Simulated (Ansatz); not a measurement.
PbS (zinc blende, F-43m), PBE (plane waves, PAW; program Ansatz): ε∞ = 6.85, cell volume 73.44 Å³. Infrared-active transverse modes:

```tsv
ω_TO (cm⁻¹)	oscillator strength S_xx (e²/amu)
168.7	0.1999
```

Compute the static dielectric constant.

Each mode adds (4.921e7/V) S/ω²: 4.71. So ε0 = 11.6.

What LO frequency does the Lyddane–Sachs–Teller relation give?

ω_LO = ω_TO √(ε0/ε∞) = 219 cm⁻¹.

A made-up cell: these elements were put on the sites of a structure type; neither database checked (COD, Materials Project) lists it. It is not the phase usual at ambient conditions (space group No. 225). Symmetry was held in the PBE relaxation. At this level the phase is mechanically unstable. Spin–orbit coupling is left out wherever it is not named.

Potentials: the later of the program's two PAW sets.
